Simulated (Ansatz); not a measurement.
SiNi: from a starting cell to a relaxed one

The start is a relaxed SiNi cell displaced along its unstable phonon at q = (½, ½, 0) of its primitive reciprocal cell (106i cm⁻¹), largest move 0.15 Å. Cell shape, volume and atoms are optimised at zero target pressure with PBE (plane waves to 420 eV, PAW, scalar-relativistic; Ansatz, a first-principles code). The first steps use a coarse 9×9×7 k-mesh.

Initial structure:
```yaml
crystal:
  lattice:
    - [7.46328, 0.00000, 0.00000]
    - [3.73164, 3.73164, 0.00000]
    - [0.00000, 0.00000, 4.88930]
  atoms:
    - { symbol: Si, position: [0.75000, 0.50000, 0.03068] }
    - { symbol: Si, position: [0.25000, 0.50000, 0.96932] }
    - { symbol: Si, position: [0.25000, 0.00000, 0.50000] }
    - { symbol: Si, position: [0.75000, 0.00000, 0.50000] }
    - { symbol: Ni, position: [0.01030, 0.97941, 0.25000] }
    - { symbol: Ni, position: [0.48970, 0.02059, 0.25000] }
    - { symbol: Ni, position: [0.98970, 0.02059, 0.75000] }
    - { symbol: Ni, position: [0.51030, 0.97941, 0.75000] }
```

Q: Which atoms feel the largest initial force, and how large is it?

A: 0.16 eV/Å, on Ni5, Ni6, Ni7, Ni8 (atoms numbered as listed).

Q: How does the volume per atom move from start to end?

A: -15.6 %, from 17.02 to 14.36 Å³/atom.

Q: Does it find its way back to the structure it was made from?

A: It does not go back: it reaches Cmme (No. 67), 0.15 eV/atom below the parent.

Q: Is the relaxed structure metallic? Give its gap.

A: No gap (metallic).

Q: What does it relax into? Give the structure.

A: 
```cif
data_Ni8Si8
_chemical_formula_sum 'Si8 Ni8'
_space_group_name_H-M_alt 'Cmme'
_space_group_IT_number 67
_space_group_name_Hall '-C 2a 2'
_cell_length_a 7.02633
_cell_length_b 7.72344
_cell_length_c 4.23378
_cell_angle_alpha 90.000
_cell_angle_beta 90.000
_cell_angle_gamma 90.000
loop_
_space_group_symop_operation_xyz
  'x, y, z'
  '-x, -y, -z'
  '-x+1/2, -y, z'
  'x+1/2, y, -z'
  'x, -y, -z'
  '-x, y, z'
  '-x+1/2, y, -z'
  'x+1/2, -y, z'
  'x+1/2, y+1/2, z'
  '-x+1/2, -y+1/2, -z'
  '-x, -y+1/2, z'
  'x, y+1/2, -z'
  'x+1/2, -y+1/2, -z'
  '-x+1/2, y+1/2, z'
  '-x, y+1/2, -z'
  'x, -y+1/2, z'
loop_
_atom_site_label
_atom_site_type_symbol
_atom_site_symmetry_multiplicity
_atom_site_Wyckoff_symbol
_atom_site_fract_x
_atom_site_fract_y
_atom_site_fract_z
_atom_site_occupancy
Si1 Si 4 g 0.00000 0.75000 0.23871 1
Si2 Si 4 b 0.25000 0.50000 0.50000 1
Ni1 Ni 8 n 0.16754 0.25000 0.24814 1
```
(The calculation used a cell of 8 atoms; values per cell refer to that cell.)

Final values are on a 9×9×11 k-mesh of the relaxed cell. No spin polarisation in the result. A magnetic state may lie lower.

The run could not lose the symmetry of its start, so the end can be a saddle point.

The relaxed structure here is a generated cell of SiNi: the first start was made by placing the elements on the sites of a structure type, and the end was not matched to a known phase here, so it may be hypothetical. Known forms of SiNi include space group No. 62.
